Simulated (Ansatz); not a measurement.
Pt:
```xyz
1
Lattice="0.0000 1.9850 1.9850 1.9850 0.0000 1.9850 1.9850 1.9850 0.0000" Properties=species:S:1:pos:R:3 pbc="T T T"
Pt     0.0000     0.0000     0.0000
```

Relaxed with PBE. Special points in fractions of this cell's reciprocal vectors: Γ (0.000, 0.000, 0.000); X (0.500, 0.000, 0.500); U (0.625, 0.250, 0.625); K (0.375, 0.375, 0.750); L (0.500, 0.500, 0.500); W (0.500, 0.250, 0.750).

List the band energies nearest the Fermi level at these points for plane-wave PAW PBE with spin–orbit coupling (Ansatz code).

In eV from the Fermi level; about four levels below and three above (degenerate sets whole), none deeper than 8.9 eV; … stands for higher levels left out; points with the same levels are listed once.

```
k                    below                above
-  -----------------------  -------------------
Γ  -1.45 -1.45 -1.45 -1.45        14.61 14.61 …
X  -6.43 -6.43 -0.28 -0.28  0.02 0.02 0.98 0.98
U  -1.35 -1.35 -0.11 -0.11  5.41 5.41 6.40 6.40
L  -0.58 -0.58 -0.35 -0.35  0.31 0.31 5.55 5.55
W  -4.36 -4.36 -1.87 -1.87  0.42 0.42 6.76 6.76
```

Space group Fm-3m (fcc (Cu type)). The cell was relaxed with PBE under the symmetry of its start. The run is not spin-polarised.

Potentials: the earlier of the program's two PAW sets.
